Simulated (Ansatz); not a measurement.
CoPdO2 in space group R-3m (No. 166; Co on 3b, Pd on 3a, O on 6c) at seven volumes, PBE in the plane-wave PAW code Ansatz, shape and atoms relaxed at each. One row is withheld.

| V (Å³/atom) | P (GPa) |
|---|---|
| 9.596 | ? |
| 9.913 | 14.02 |
| 10.229 | 6.42 |
| 10.545 | 0.00 |
| 10.862 | -5.42 |
| 11.178 | -9.99 |
| 11.494 | -13.81 |

Question: Fit the shown pressures and predict the withheld one.

Answer: Third-order Birch–Murnaghan: P = (3/2)B₀(x^(7/2) − x^(5/2))[1 + (3/4)(B′ − 4)(x − 1)] with x = (V₀/V)^(2/3). Least squares on the six rows gives V₀ = 10.545 Å³/atom, B₀ = 196.2 GPa, B′ = 4.70. At V = 9.596, x = 1.0649 and P = 23.11 GPa. The run itself gave 23.02 GPa.

Symmetry was held in the PBE relaxation. The workflow began spin-polarised and lost its moments. No Hubbard U is applied.

Potentials: the earlier of the program's two PAW sets.
